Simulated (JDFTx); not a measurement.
Reference run:

System: Al(100) (Fm-3m bulk; lattice of mp-134, not re-optimised at this level), 1x1 cell of 5 atoms in 5 planes, area 8.16 Å² a face, 8.1 Å between the outermost planes in a cell 24.1 Å high; k mesh 8×8×1, Fermi width 0.01 Ha, no spin polarisation.

Reference level: PBE, GBRV ultrasoft potentials, plane waves to 20/100 Ha, in a modified build of JDFTx. Unrelaxed; liquid: linear PCM (GLSSA13), water, 1 M NaF. U vs SHE = −μ/e − 4.44 V throughout (conventional absolute potential of the hydrogen electrode). LDA and PBEsol take their own potentials, PW91 and RPBE those of PBE; the lattice is kept.

| functional | work function (eV) | U_pzc (V) | mean C above U_pzc (μF/cm²) | k states × plane waves | cycles, vacuum run | rough core time, vacuum run |
|---|---|---|---|---|---|---|
| LDA | (withheld) | (withheld) | 16 over 0.5 V | 15 × 5671 | 18 | 3 min |
| PBE | 4.29 | -0.41 | 17 over 0.5 V | 15 × 5671 | 18 | 3 min |
| PBEsol | 4.34 | -0.36 | 17 over 0.5 V | 15 × 5671 | 17 | 2 min |
| PW91 | 4.31 | -0.39 | 17 over 0.5 V | 15 × 5671 | 20 | 4 min |
| RPBE | 4.23 | -0.48 | 17 over 0.5 V | 15 × 5671 | 18 | 4 min |

Problem. Some entries are withheld; supply them.

Solution. 
- LDA, work function (eV): 4.45
- LDA, U_pzc (V): -0.26

Core times come from shared machines and are rough, one run each.
